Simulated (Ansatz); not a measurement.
Computed with DFT PBE, scalar-relativistic, plane waves, PAW in Ansatz. Cutoff 420 eV, Γ-centred meshes of about 0.25 Å⁻¹ or finer for metals and 0.3 Å⁻¹ for insulators (2π included), Gaussian smearing. No spin polarisation.

All energies are static (0 K, no zero-point motion).

Compare these two cells of W3Br, each relaxed at this level.

A.

```
W Br
1.0
     5.06480    0.00000    0.00000
     0.00000    5.06480    0.00000
     0.00000    0.00000    2.76863
W Br
3 1
Direct
  0.00000 0.00000 0.00000
  0.00000 0.50000 0.50000
  0.50000 0.00000 0.50000
  0.50000 0.50000 0.50000
```

B.

```
W Br
1.0
     3.09508    0.00000    0.00000
     0.00000    3.09508    0.00000
     0.00000    0.00000    7.17430
W Br
3 1
Direct
  0.50000 0.50000 0.00000
  0.00000 0.00000 0.77504
  0.00000 0.00000 0.22496
  0.50000 0.50000 0.50000
```

Question: Which would you expect to be lower, and how large is the difference?

Answer: B is lower, by 0.44 eV/atom. A has space group P4/mmm (No. 123), 17.8 Å³/atom and no gap on its mesh; B has W and Br ordered on bcc sites, space group P4/mmm (No. 123), 17.2 Å³/atom and no gap. Counting W atoms around Br (those within 1.25 times the shortest such distance or 1.15 times the sum of covalent radii; a plus sign parts nearer from farther groups), A has Br 4 and B has Br 8+2. The denser one is the lower, and pressure would at first widen the difference. Even the lower one lies +0.75 eV/atom against the reference forms of the elements (uncorrected), so neither is stable at this level. In A, W on a site of symmetry 4/mmm is surrounded by 10 W at 2.77–2.89 Å; W on a site of symmetry mmm has 2 Br at 2.53 Å and 6 W at 2.77–2.89 Å; Br has 4 W at 2.53 Å and 2 Br at 2.77 Å. In B, around W on a site of symmetry 4/mmm lie 8 W at 2.72 Å, 4 W at 3.10 Å and 2 Br at 3.59 Å; W on a site of symmetry 4mm has 4 W at 2.72 Å, 4 Br at 2.95 Å and 5 W at 3.10–3.23 Å; Br is surrounded by 8 W at 2.95 Å, 4 Br at 3.10 Å and 2 W at 3.59 Å. Both come from trial cells of a structure search, whose lowest cell (P-1, 20.6 Å³/atom) lies 0.67 eV/atom below the lower of the two.

Spin–orbit coupling, which can matter for W, is left out. In P4/mmm at 17.8 Å³/atom, P4/mmm at 17.2 Å³/atom an odd number of electrons in the primitive cell allows no gap without spin; a larger cell or a magnetic state could open one. A magnetic state wasn't ruled out in cells without spin, among them P4/mmm at 17.8 Å³/atom, P4/mmm at 17.2 Å³/atom. Cells relaxed within their symmetry can be saddle points. Some candidate types were left out of the draw beforehand, so a known form may be missing.
